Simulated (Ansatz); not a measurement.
LuSi₂ in space group P6/mmm (No. 191; Lu on 1a, Si on 2d) at seven volumes, DFT-r²SCAN in the program Ansatz with PAW potentials, shape and atoms relaxed at each. One row is withheld.

```tsv
V (Å³/atom)	P (GPa)
16.303	?
16.841	6.42
17.378	2.93
17.916	0.00
18.453	-2.56
18.990	-4.75
19.528	-6.66
```

Fit the shown pressures and predict the withheld one.

Third-order Birch–Murnaghan: P = (3/2)B₀(x^(7/2) − x^(5/2))[1 + (3/4)(B′ − 4)(x − 1)] with x = (V₀/V)^(2/3). Least squares on the six rows gives V₀ = 17.913 Å³/atom, B₀ = 91.68 GPa, B′ = 4.02. At V = 16.303, x = 1.0648 and P = 10.44 GPa. The run itself gave 10.52 GPa.

The workflow started from an entry of the Crystallography Open Database (COD). Its standing as an ambient phase is unchecked. Symmetry was held in the r²SCAN relaxation; its stability against distortions is not shown here. Spin–orbit coupling is left out wherever it is not named.

Potentials: the later of the program's two PAW sets.
